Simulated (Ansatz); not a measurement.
The start is a generated trial cell of MgSe in the AFLOW prototype AB_tP4_131_c_e (B17, as in PtS). Cell shape, volume and atoms are optimised at zero target pressure with r2SCAN (plane waves to 500 eV, PAW, scalar-relativistic; Ansatz, an electronic-structure program). The first steps use a 8×8×6 k-mesh.

Input geometry:
```
CELL_PARAMETERS angstrom
      4.34208     0.00000     0.00000
      0.00000     4.34208     0.00000
      0.00000     0.00000     5.40590
ATOMIC_POSITIONS crystal
  Mg 0.00000 0.50000 0.00000
  Mg 0.50000 0.00000 0.50000
  Se 0.00000 0.00000 0.25000
  Se 0.00000 0.00000 0.75000
```

Problem. How much energy is released per atom?

Solution. 0.61 eV/atom.

Problem. How does the volume per atom move from start to end?

Solution. +5.5 %, from 25.48 to 26.88 Å³/atom.

Problem. How do the shortest distances between atoms change?

Solution. The closest pairs of elements (up to four, under 3.6 Å), start → end: Mg–Se 2.56 → 2.64 Å; Se–Se 2.70 → 3.57 Å.

Problem. Give the final cell and atomic positions.

Solution. 
Space group P4₂/mmc (No. 131); a = b = 3.883 Å, c = 7.131 Å, α = β = γ = 90.00°

| atom | site | symmetry | x | y | z |
|---|---|---|---|---|---|
| Mg | 2c | mmm. | 0.0000 | 0.5000 | 0.0000 |
| Se | 2e | -4m2 | 0.0000 | 0.0000 | 0.2500 |

The space group stays P4₂/mmc (No. 131) (the run could not lower it), with 4 atoms in the primitive cell. Final values are on a 9×9×5 k-mesh of the relaxed cell. No spin polarisation in the result.

The run could not lose the symmetry of its start: the end is stationary, and may be a saddle point rather than a minimum.

All atoms sit on sites fixed by symmetry, so only the cell could relax.

The relaxed structure here is a generated cell of MgSe: the first start was made by placing the elements on the sites of a structure type, and the end was not matched to a known phase here, so it may be hypothetical. Known forms of MgSe include space group No. 225.
